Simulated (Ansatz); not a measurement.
Data:

Starting cell, AlCo (CsCl type):

```yaml
crystal:
  lattice:
    - [2.85208, 0.00000, 0.00000]
    - [0.00000, 2.85208, 0.00000]
    - [0.00000, 0.00000, 2.85208]
  atoms:
    - { symbol: Al, position: [0.00000, 0.00000, 0.00000] }
    - { symbol: Co, position: [0.50000, 0.50000, 0.50000] }
```

In this cell atom 2 (Co, nearest neighbour Al at 2.470 Å; its periodic images, 2.9 Å or more away, move with it) is moved by u·(1.000, 0.000, 0.000) + v·(0.000, 0.000, 1.000); the rest is frozen.

Method: PBE (plane waves to 420 eV, PAW, scalar-relativistic; Ansatz, a program for electronic structure). k mesh 13×13×13 (Γ-centred), Fermi-Dirac smearing 0.05 eV. E stands for the smeared free energy. Points where atoms come too close for the PAW data are left out (x in tables, blank in figures). With partly filled bands, energies and forces of such displacements shift with the k mesh and the smearing. AlCo is run without spin polarisation. AlCo was relaxed with its symmetry unable to fall. ΔE is measured from the undisplaced structure. Axes are in Å.

The scan covers u from -0.820 to 0.820 Å in 7 points and v from -0.820 to 0.820 Å in 7 points.

Is the undisplaced position a minimum, a maximum or a saddle of this map?

A minimum.

What are the two principal curvatures of the energy at the centre?

7.3 eV/Å², isotropic.

(For displaced atoms, the force is minus the slope of the energy, and its curvature is a force constant, which sets phonon frequencies.)
